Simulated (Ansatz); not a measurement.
ZnPt: frozen-core PAW against all-electron methods

```yaml
crystal:
  lattice:
    - [2.87352, 0.00000, 0.00000]
    - [0.00000, 2.87352, 0.00000]
    - [0.00000, 0.00000, 3.52166]
  atoms:
    - { symbol: Zn, position: [0.50000, 0.50000, 0.50000] }
    - { symbol: Pt, position: [0.00000, 0.00000, 0.00000] }
```

Atoms are numbered in the order listed.

The cell comes from COD entry 1522602, which wasn't checked; take it as a given geometry. The listed cell was then made from it by scaling, straining or moving an atom.

No spin–orbit coupling, which matters for the heavy atoms here.

Methods: DFT, PBEsol, PAW with Ansatz's default frozen-core files, scalar-relativistic (Ansatz 0.2.0); DFT, PBEsol, all-electron PAW with datasets made for the crystal, scalar-relativistic (Ansatz 0.2.0); DFT, PBEsol, all-electron LAPW, scalar-relativistic (Ansatz 0.2.0).

For PAW: a Γ-centred 11×11×9 k mesh, Fermi–Dirac smearing of 0.05 eV, cutoff 420 eV, no spin polarisation; the PAW files were made with PBE, and the program remakes their frozen cores for this functional. The crystal-made all-electron datasets (AE datasets) take a cutoff of 280 eV at this cell. LAPW targets a basis error of 0.25 meV/atom. The Ansatz runs share mesh, smearing and spin set-up. Plane-wave (PAW) pressures include the program's estimate of the Pulay term.

Stress and pressure are positive in compression.

The change that made this cell: volume scaled by 1.01.

No spin–orbit coupling: at heavy atoms the gradients can be off by tens of per cent for that reason.

In a metal, gradients converge slowly with the k mesh: the values move by tens of per cent from one mesh to another, at times in sign, so only the comparison on one mesh counts.

| quantity | PAW | AE datasets | LAPW |
| --- | --- | --- | --- |
| pressure (GPa) | -7.53 | -7.51 | -7.51 |
| stress xx (GPa) | -7.56 | -7.54 | -7.54 |
| stress zz (GPa) | -7.49 | -7.44 | -7.44 |
| field gradient Vzz at Zn1 (10²¹ V/m²) | -2.18 | -2.18 | – |
| field gradient Vzz at Pt2 (10²¹ V/m²) | ? | ? | – |

Question: Fill in "PAW" for the row "field gradient Vzz at Pt2 (10²¹ V/m²)".

Answer: 16.17.

Question: What belongs in the row "field gradient Vzz at Pt2 (10²¹ V/m²)", column "AE datasets"?

Answer: 16.58.
